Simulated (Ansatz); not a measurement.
Relaxed-ion elastic tensor of Ag (A15 (β-W type), space group No. 223) in GPa (Voigt order), plane-wave PAW PBEsol (Ansatz code); density 10.42 g/cm³, 17.19 Å³ per atom.

```
  206   62.4   62.4    0.0    0.0    0.0
 62.4    206   62.4    0.0    0.0    0.0
 62.4   62.4    206    0.0    0.0    0.0
  0.0    0.0    0.0  -16.7    0.0    0.0
  0.0    0.0    0.0    0.0  -16.7    0.0
  0.0    0.0    0.0    0.0    0.0  -16.7
```

Q: Is the crystal mechanically stable?

A: No: the smallest eigenvalue of C is -16.7 GPa.

Space group Pm-3n (A15 (β-W type)). The start of the workflow was typed in or built on a structure type; neither database checked (COD, Materials Project) lists it. It is not the phase usual at ambient conditions (space group No. 225). The PBEsol relaxation kept the symmetry of its start. At this level the phase is mechanically unstable. No spin polarisation was allowed. As this level gives no gap, shear constants depend on the k-mesh and smearing (Fermi–Dirac, 0.1 eV here).

Potentials: the later of the program's two PAW sets.
